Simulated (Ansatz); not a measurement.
Method: Ansatz 0.2.0, DFT PBE, scalar-relativistic, plane waves, PAW. Several structures of Hf4F3 from a search were relaxed, and the powder pattern of one of them was computed from 10° to 70° in 2θ (λ = 1.5406 Å).

Cu Kα1 powder pattern (kinematic, no thermal factors).
```csv
2θ (°),relative intensity
12.55,60
25.25,10
31.72,24
32.48,33
33.11,2
34.95,100
37.83,62
41.58,37
44.99,14
46.03,31
56.57,24
57.95,30
58.35,2
59.55,8
62.53,1
64.21,4
66.26,1
67.58,19
68.02,4
68.92,18
69.49,15
```

Problem. Which structure gives it?
1. Space group P-42m (No. 111), tetragonal, a = 4.881 Å, c = 5.142 Å. Around Hf lie 2 F at 2.15–2.20 Å, 1 F at 2.45 Å and 3 Hf at 3.00–3.11 Å; F on its first site has 4 Hf at 2.45 Å and 2 F at 2.57 Å; F on its second site is surrounded by 4 Hf at 2.15 Å and 2 F at 2.57 Å; 1 more site not described.
2. Space group P-3m1 (No. 164), trigonal, a = 3.180 Å, c = 14.094 Å. Around Hf on its first site lie 3 F at 2.58 Å and 9 Hf at 3.01–3.18 Å; Hf on its second site has 3 F at 2.31 Å and 9 Hf at 3.01–3.18 Å; around F on a site of symmetry -3m lie 6 Hf at 2.58 Å and 6 F at 3.18 Å; 1 more site not described.
3. Space group P-43m (No. 215), cubic, a = 4.992 Å. Hf is surrounded by 3 F at 2.31 Å and 3 Hf at 2.93 Å; F is surrounded by 4 Hf at 2.31 Å.
4. Space group Cm (No. 8), monoclinic, a = 5.511 Å, b = 3.183 Å, c = 14.865 Å, β = 91.2°. Hf on its first site has 1 F at 2.79 Å and 9 Hf at 3.02–3.18 Å; Hf on its second site has 3 F at 2.29 Å, 3 Hf at 3.00 Å and 6 Hf at 3.18 Å; F on its first site is surrounded by 3 Hf at 2.29 Å and 1 Hf at 2.79 Å; 4 more sites not described.

Solution. 2. Its strongest line, at 2θ = 34.95°, has d = λ/(2 sin θ) = 2.565 Å and is the (1 0 2) reflection of the conventional P-3m1 cell with a = 3.180 Å, c = 14.094 Å. The others have their strongest lines at 11.9° (Cm); 31.0° (P-43m); 31.2° (P-42m). In energy it lies 84 meV/atom above the lowest of those shown.

These are computed cells and needn't be stable.
